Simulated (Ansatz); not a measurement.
BiTe (space group P-3m1)

```xyz
12
Lattice="4.3876 0.0000 0.0000 -2.1938 3.7997 0.0000 0.0000 0.0000 23.6126" Properties=species:S:1:pos:R:3 pbc="T T T"
Bi     0.0000     2.5332     6.8908
Bi     2.1938     1.2666    16.7219
Bi     0.0000     0.0000    20.6749
Bi     0.0000     0.0000     2.9378
Bi     2.1938     1.2666    10.9767
Bi     0.0000     2.5332    12.6360
Te     0.0000     2.5332     1.2461
Te     2.1938     1.2666    22.3666
Te     0.0000     0.0000    15.0101
Te     0.0000     0.0000     8.6026
Te     2.1938     1.2666     4.9266
Te     0.0000     2.5332    18.6861
```

A phonon eigenvector at Γ is frozen into this cell: atom i moves by Q times the vector below, so Q is the largest atomic displacement, in Å. The cell is held. It is one choice among 2 degenerate patterns.

| atom | x | y | z |
|---|---|---|---|
| Bi1 | 0.000 | -1.000 | 0.000 |
| Bi2 | 0.000 | -1.000 | 0.000 |
| Bi3 | 0.000 | 0.599 | 0.000 |
| Bi4 | 0.000 | 0.599 | 0.000 |
| Bi5 | 0.000 | 0.511 | 0.000 |
| Bi6 | 0.000 | 0.511 | 0.000 |
| Te7 | 0.000 | 0.629 | 0.000 |
| Te8 | 0.000 | 0.629 | 0.000 |
| Te9 | 0.000 | -0.738 | 0.000 |
| Te10 | 0.000 | -0.738 | 0.000 |
| Te11 | 0.000 | -0.072 | 0.000 |
| Te12 | 0.000 | -0.072 | 0.000 |

Computed with LDA (plane waves to 420 eV, PAW, scalar-relativistic; Ansatz, a quantum-chemistry and plane-wave program). k mesh 7×7×2 (Γ-centred), Fermi-Dirac smearing 0.05 eV. Energies are smeared free energies. BiTe was relaxed with its symmetry unable to fall. Spin-orbit coupling is left out, though Bi and Te are heavy. The zero of ΔE is the undisplaced structure.

```csv
Q (Å),ΔE (meV/cell)
-0.280,227.9
-0.187,100.6
-0.093,25.1
0.000,0.0
0.093,25.1
0.187,100.6
0.280,227.9
```

### Question
Which DFPT wavenumber at Γ belongs to this mode?
(A) 20 cm⁻¹
(B) 62 cm⁻¹
(C) 41 cm⁻¹
(D) 88 cm⁻¹

### Answer
C, 41 cm⁻¹. The curvature of the scan gives 41 cm⁻¹

(For displaced atoms, the force is minus the slope of the energy, and its curvature is a force constant, which sets phonon frequencies.)
